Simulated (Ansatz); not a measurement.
Sr3V2Cu2, a known structure type with other elements, at an estimated volume

```
CELL_PARAMETERS angstrom
0.00000 0.00000 4.62300
4.17510 0.00000 0.00000
2.08755 9.25488 -2.31150
ATOMIC_POSITIONS crystal
V 0.35840 0.64160 0.71680
V 0.64160 0.35840 0.28320
Cu 0.43510 0.06490 0.87020
Cu 0.56490 0.93510 0.12980
Sr 0.00000 0.50000 0.00000
Sr 0.18320 0.81680 0.36640
Sr 0.81680 0.18320 0.63360
```

Method: PBE, non-collinear spin; PAW, plane waves to 420 eV, 5×5×5 Γ-centred mesh, fermi-dirac occupations (width 0.1 eV) (Ansatz 0.2.0), atoms fixed.

Magnetic state (reached from a saved solution, and it need not be the lowest): V1 along (0.21, 0.95, -0.24), V2 along (-0.21, -0.95, 0.24).

**Question.** Is there a gap?

**Answer.** It is a metal, with about 5.3 states/eV a cell as the mean within 0.25 eV of the Fermi level, mostly V d (46 %) and Sr s (17 %).

**Question.** Which element gives electrons and which takes them?

**Answer.** Bader charges in e: Sr +0.94 to +1.21, V -0.46, Cu -1.09. In the mean Sr gives up most and Cu takes most.

**Question.** Which atom feels the largest force, and which way?

**Answer.** The largest is on V2 (and as large on other atoms): 0.55 eV/Å, components (0.00, -0.55, 0.00). It makes 56° with the line to a nearest neighbour, Cu4 at 2.52 Å.

**Question.** Is the cell too large or too small?

**Answer.** The pressure is 4.3 GPa (compression positive), so with the atoms held at these fractions the cell would first expand.

**Question.** How large are the moments?

**Answer.** V1 3.44, V2 3.44 μB of spin moment in Bader basins; net size 0.00 μB a cell.

Origin: a known structure type with other elements, at an estimated volume, so it need not be a known compound. Caveats: the k mesh is coarse if the cell is a metal.
